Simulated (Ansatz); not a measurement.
Rb (fcc): energy against volume

The calculation used Ansatz, DFT, r2SCAN, plane waves (500 eV) with PAW, scalar-relativistic. The PAW files were generated under PBE, with cores re-solved for the functional.

The cell is scaled uniformly from the relaxed one, with fractional coordinates and shape fixed. Energies are extrapolated to zero smearing, pressures are those at the given smearing. Magnetic state: spin not included.

A Birch-Murnaghan fit gives V₀ = 95.18 Å³/atom, B₀ = 2.6 GPa, B₀′ = 3.6.

Q: What are the energy above the minimum and the pressure at 84.129 Å³/atom?

A: 12.7 meV/atom and 0.41 GPa as computed.

Q: What are the energy above the minimum and the pressure at 99.425 Å³/atom?

A: 1.5 meV/atom and -0.10 GPa as computed.

Q: What are the energy above the minimum and the pressure at 103.249 Å³/atom?

A: 5.0 meV/atom and -0.18 GPa as computed.
